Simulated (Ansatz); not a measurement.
SrTiO$_{3}$: energy along a strain

SrTiO$_{3}$, Pm-3m, a = 3.891 Å. The structure is a COD entry; whether it is the stable form wasn't checked. Ansatz: PBEsol, PAW, 420 eV, Γ-centred 8×8×8 mesh on 5 atoms, Gaussian smearing 0.05 eV; no spin polarisation. Cell vectors (Å): 3.891 0.000 0.000; 0.000 3.891 0.000; 0.000 0.000 3.891. The cell is strained by x per cent times the pattern (1 -1 0 0 0 0) in the order xx yy zz yz xz xy (engineering shears), with fractional coordinates held. y is the free energy over the start, V0 = 11.783 Å³/atom. Symmetry makes y even in x. Points with a strain past 8.5 % were computed too (2) and aren't used here.

```tsv
x (%)	y (meV/atom)
-5.00	46.90
0.00	0.00
1.25	?
2.50	11.44
3.75	26.01
6.25	74.68
7.50	110.03
```

Task: Fit y = c2 x² + c4 x⁴ to the other rows, get the stiffness along the pattern, and predict the missing energy.

Result: Least squares on the rows shown. y = 1.8125 x² + 0.0025505 x⁴. The clamped-ion stiffness p·C·p = 2 × 18.12 eV × 160.2 / 11.783 Å³ = 493 GPa. At x = 1.25 the fit asked for gives 2.84 meV/atom. The run gave 2.85 meV/atom, so the fit is 0.01 meV/atom too low, within the rms miss on the fitted rows (0.01 meV/atom).

Symmetry holds off the tilts and polar distortions that many cubic perovskites undergo.

Cost: 9 runs of about 1.8 core-minutes in all, on Arm Neoverse V1 (shared hosts).